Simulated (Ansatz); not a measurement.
# How the vibrations of Te3W change with volume

Computed with Ansatz, DFT PBE, scalar-relativistic, plane waves, PAW. Settings: 420 eV plane-wave cutoff, Γ-centred 8×8×8 mesh, Fermi-Dirac smearing of 0.15 eV. No spin polarisation. Phonons by linear response, acoustic sum rule imposed.

The cell, relaxed at this level:
Space group Pm-3m (No. 221). a = 5.369 Å, b = 5.369 Å, c = 5.369 Å, α = 90.00°, β = 90.00°, γ = 90.00°
| atom | site | symmetry | x | y | z |
| --- | --- | --- | --- | --- | --- |
| Te | 3d | 4/mm.m | 0.0000 | 0.0000 | 0.5000 |
| W | 1a | m-3m | 0.0000 | 0.0000 | 0.0000 |

Its imaginary modes show that this cell, built by swapping an element in a database structure, isn't a minimum of the energy. In a metal, frequencies depend on the k mesh and the smearing, soft modes most. Spin–orbit coupling is left out, which can shift energies with elements as heavy as these.

Cells at 0.98 and 1.02 times the equilibrium volume were relaxed in shape and atoms; γ = −d ln ν / d ln V, modes matched by rank.

(1) Give the optical frequencies at Γ (cm⁻¹) at the three volumes and the mode Grüneisen parameters.

(2) What pressures hold the two strained cells, and what bulk modulus follows?

## Answers

(1)
| 0.98 V | V | 1.02 V | γ | degeneracy |
| --- | --- | --- | --- | --- |
| 77i | 78i | 79i | – | 3 |
| 37i | 35i | 33i | – | 3 |
| 184 | 170 | 157 | 3.85 | 3 |

i marks imaginary modes: the cell is unstable against these displacements at all three volumes, and γ isn't given for them.

(2) 1.13 GPa at 0.98 V and -1.01 GPa at 1.02 V, so B = −dP/d ln V ≈ 54 GPa.